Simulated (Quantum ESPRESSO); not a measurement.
**How shieldings converge in BeSe**

```
BeSe
1.0
    0.00000     2.58397     2.58397
    2.58397     0.00000     2.58397
    2.58397     2.58397     0.00000
Be Se
1 1
Direct
  0.00000   0.00000   0.00000
  0.25000   0.25000   0.25000
```
The cell comes from the Materials Project (a computed structure). It is BeSe in F-43m; whether this form has been observed was not checked. Stability against distortions was not tested.

Method: PBE GIPAW (a modified build of Quantum ESPRESSO, JTH PAW datasets); kept fixed: cutoff 20 Ha. Costs are rough, from a shared machine. These are absolute shieldings with no macroscopic susceptibility term; δ = σ_ref − σ needs a reference computed alike. Spin–orbit coupling is left out; its weight grows with the heaviest atom, Se here. No d partial waves on Se: the paramagnetic term there is incompletely reconstructed.

```tsv
k-mesh	σ_iso Be (ppm)	σ_iso Se (ppm)	f-sum rule missed by (%)	irreducible k-points	rough cost ratio
3×3×3 through Γ	56.6	1235.2	20	4	about 1
3×3×3 shifted	83.0	2000.0	1.0	6	about 1
4×4×4 through Γ	73.8	1747.6	7.4	8	about 1
5×5×5 through Γ	80.2	1925.7	2.8	10	about 1
4×4×4 shifted	84.5	2052.9	0.15	10	about 1
5×5×5 shifted	84.8	2063.6	0.02	19	3
6×6×6 shifted	84.8	2065.4	0.00	28	4
8×8×8 through Γ	84.5	2051.6	0.17	29	4
9×9×9 through Γ	84.7	2059.2	0.07	35	5
8×8×8 shifted	84.9	2065.8	0.00	60	7
9×9×9 shifted	84.9	2065.8	0.00	85	10
```

Largest spread: σ_iso Se (ppm) moves over 830.6 across the rows.
